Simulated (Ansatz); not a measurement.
Given:

Relaxed Pd (fcc, Cu type):

```yaml
crystal:
  lattice:
    - [0.00000, 3.94276, 3.94276]
    - [1.97138, 1.97138, 3.94276]
    - [1.97138, 1.97138, 0.00000]
  atoms:
    - { symbol: Pd, position: [0.00000, 0.00000, 0.00000] }
    - { symbol: Pd, position: [0.50000, 0.00000, 0.00000] }
```

The atoms are displaced by Q × the pattern below (from a DFPT mode at X = (0.5, 0.5, 0.0), largest move 1; Q in Å), at fixed cell. It is one choice among 2 degenerate patterns. (q is in reciprocal vectors of the primitive cell; the cell shown is doubled to hold the pattern.)

```tsv
atom	x	y	z
Pd1	0.000	1.000	0.000
Pd2	0.000	-1.000	0.000
```

Calculation: PBE (plane waves to 420 eV, PAW, scalar-relativistic; Ansatz, a quantum-chemistry and plane-wave program). k mesh 20×20×20 (Γ-centred), Fermi-Dirac smearing 0.05 eV. The energy includes the smearing's −TS. With partly filled bands, energies and forces of such displacements shift with the k mesh and the smearing. Pd is run without spin polarisation. Pd was relaxed with its symmetry unable to fall. The zero of ΔE is the undisplaced structure.

The scan covers Q from -0.180 to 0.180 Å in 13 points.

Question: Which space group does the distorted structure have?

Answer: Cmcm (No. 63), lowered from Fm-3m.

Question: What is the energy change at Q = 0.180 Å?

Answer: 273 meV/cell.

Question: What harmonic wavenumber does the curvature at Q = 0 give?

Answer: 147 cm⁻¹.

(A displaced cell: forces are minus the slopes of the energy, force constants its curvatures, and phonons follow from these.)
